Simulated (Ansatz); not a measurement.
Input file for Ansatz (a first-principles code):

Ansatz 0.2 input:
```yaml
crystal:
  lattice:
    - [2.8629653245, 0.0, 0.0]
    - [0.0, 2.8629653245, 0.0]
    - [0.0, 0.0, 2.8640276835]
  atoms:
    - { symbol: Al, position: [0.0, 0.0, 0.0] }
    - { symbol: Ni, position: [0.5, 0.5, 0.5] }
kpoints:
  mp_grid: { grid: [14, 14, 14] }
hamiltonian:
  xc: r2scan
  pseudopotentials: { kind: paw }
scf:
  occupations: { method: gaussian, width: 0.1 }
checkpoint: { read: metal.run }
output: { bader: true, populations: true }
```

Output (shortened):

```
Pseudopotential: Al, paw, valence charge 3
Pseudopotential: Ni, paw, valence charge 18
Functional definition: r2SCAN
Crystal: 2 atoms, lattice volume = 23.475 Å³
Basis set: ecut = 500 eV, 619 PW (Γ), exchange–correlation on 96×96×96 points (64 copies of the dense FFT grid, shifted against one another)
Bands: 19, of which v1, the nominal top of the filled ones, is band 11 counted from 1 (10 counted from 0)
Symmetry: 16 space group operations
Space group: P4/mmm (ITA 123), of the structure as read, at distance tolerance 2.9e-5 Å
k-points: 288 of 2744
Stability of the state it starts from, as read at its close in the unpolarized treatment …
iter 1 solved again at ethr=3.85e-9 eV; its pass at ethr=3.10e-3 eV (dr2=8.08e-7 eV) is discarded
SCF iter   1: F=—  HF=-6387.054042 eV  |F-HF|=—  |Δ(HF+E_count)|=         —  Δρ=3.55e-7  dr2=1.88e-11  dr2_τ=5.72e-14  ethr=3.85e-9  ⟨swp⟩=3.9  Hψ=41004  notcnv=0
preconditioner: auto → none
SCF iter   2: F=-6387.054042 eV  HF=-6387.054042 eV  |F-HF|=1.65e-10  |Δ(HF+E_count)|=   1.08e-9  Δρ=1.01e-6  dr2=1.71e-10  dr2_τ=3.63e-13  ethr=1.00e-12  ⟨swp⟩=6.1  Hψ=19762  notcnv=0
SCF 1 converged in 2 iterations: F = -6387.054042 eV  dr2 = 1.71e-10
SCF converged after 2 iterations
Free energy (F): -6387.054042 eV
Harris-Foulkes:  -6387.054042 eV  (|F-HF|=1.65e-10)
Internal energy: -6387.048924 eV  (E = F + TS)
E sigma→0 (E₀):  -6387.051483 eV
Entropy (-TS):   -0.005118 eV (-2.559 meV/atom)
Fermi energy:    14.134060 eV
--- Per-component energies (eV) ---
  E_band       = -355.816288
  E_kinetic    = 311.655014
  E_local      = -4429.370348  (includes V_loc(G=0)·N_el)
  E_nonlocal   = 652.138538
  E_hartree    = 1910.697100
  E_xc         = -117.371535
  E_vxc        = -151.367093  (∫ρ·V_xc dr)
  E_paw        = -2120.907040  (= ΣΔE_a)
  E_vpaw       = -570.705755  (= ΣTr[D̂ρ^β])
  E_aug_tail   = 0.000233  (compensation charges beyond the density's cutoff)
  E_vtau       = 10.437768  (kinetic-family band-sum trace: ∫τ·v_τ [+ j·A + Jᵃ·Aᵃ] dr)
  E_ewald      = -2593.530709
  E_core_change = -0.360177  (= ΣΔE_core)
  E_smearing   = -0.005118  (= −TS)
  E_closure    = 0.000000  (closes the sum)
  Σ components = -6387.054042   (vs F -6387.054042, Δ=0.00e0)
  [band-id]    e_kinetic+e_local+e_nonlocal+2·e_hartree+e_vxc+e_vpaw+e_augmentation_tail+e_vtau = -355.817443   (vs E_band -355.816288, Δ=-1.16e-3)
--- Band table (eV; the first three rows and the last of 288) ---
  k-point 0: bands = ["-92.8315", "-51.7548", "-51.7548", "-51.7547", "2.2761", "10.7185", "10.7189", "12.5297", "12.5297", "12.5304", "20.0980", "20.1123", "20.1123", "22.6115", "22.6149", "29.4955", "36.2246", "36.2246", "36.2337"]
  k-point 1: bands = ["-92.8314", "-51.7560", "-51.7547", "-51.7547", "2.3764", "10.7088", "10.7435", "12.4861", "12.4861", "12.5350", "19.0132", "20.2440", "20.2440", "22.6211", "23.6164", "29.8250", "35.1571", "35.1571", "36.2444"]
  k-point 2: bands = ["-92.8312", "-51.7597", "-51.7544", "-51.7544", "2.6757", "10.6538", "10.8132", "12.3686", "12.3686", "12.5479", "17.3026", "20.6266", "20.6266", "22.6395", "25.0525", "30.8633", "33.3781", "33.3781", "35.3480"]
  k-point 287: bands = ["-92.8266", "-51.7765", "-51.7765", "-51.7762", "9.7627", "9.7630", "9.7630", "13.1526", "13.1536", "16.1466", "16.1474", "16.1474", "18.7777", "18.8910", "18.8910", "18.8949", "22.5889", "43.0188", "43.0300"]
--- Löwdin populations: 2 sites ---
  site symbol       q [e]
     0     Al      3.2889
     1     Ni     17.5241
  spilling = 0.008906 (of n_electrons = 21.000000)
--- Bader charges: 2 sites ---
  site symbol  charge [e]  shift [e]
     0     Al      1.8793     0.0012
     1     Ni     -1.8793     0.0012
  shift: an alarm, by how much a part of what the PAW files miss would move the charge. Where it is large, compare
  with a run on PAW files of another source; a small one proves nothing
  estimated error of the sums over rays = 3.0e-4 e
```

Cost: around 24 core-seconds (rough) on shared cores.

Space group Pm-3m (CsCl type). The r²SCAN relaxation kept the symmetry of its start. No spin polarisation was allowed. Point labels and valley counts follow the cell and symmetry of the run, lower than the named group.

Potentials: the later of the program's two PAW sets.

Ansatz is a plane-wave DFT program.
